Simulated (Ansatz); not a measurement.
TaN, DFT, LDA, PAW with Ansatz's default frozen-core files, scalar-relativistic (Ansatz 0.2.0), run on 1 thread of Intel(R) Xeon(R) Platinum 8488C (Sapphire Rapids) on a shared host.

The cell comes from COD entry 1538016, which wasn't checked; take it as a given geometry. The listed cell was then made from it by scaling, straining or moving an atom.

Command: `ansatz run input.yaml --threads 1 --pin off --max-ram 3072MiB --backend cpu --events-out ev --progress --plain --runs-dir out`

```yaml
crystal:
  lattice:
    - [2.8792388812, 0.0, 0.0]
    - [-1.4396194406, 2.4934940148, 0.0]
    - [0.0, 0.0, 2.883]
  atoms:
    - { symbol: Ta, position: [0.3333333333, 0.6666666667, 0.5] }
    - { symbol: "N", position: [0.0, 0.0, 0.0] }
kpoints:
  mp_grid: { grid: [12, 12, 10] }
scf:
  occupations: { method: fermi_dirac, width: 0.02 }
hamiltonian:
  xc: lda
  pseudopotentials: { kind: paw }
output:
  forces: true
  stress: true
  eigenvalues: true
  efg: { contact_densities: true }
  write_density: true
  write_potential: true
  elf: true
  volumetric_format: npy
```

(1) How large is the problem that the program sets up?

(2) About how long does it take, and how much memory does it use?

(3) And the same cell and mesh by all-electron PAW (datasets made for this crystal), asked for forces, stress, eigenvalues, efg, on the same hardware?

Results:

(1) 114 irreducible k-points, 405 plane waves at Γ, 13 bands.

(2) 4.9 s of wall time for 6 SCF iterations, with a peak of 0.42 GiB. Times on shared machines scatter by tens of per cent.

(3) 30 s, peak memory 0.74 GiB.
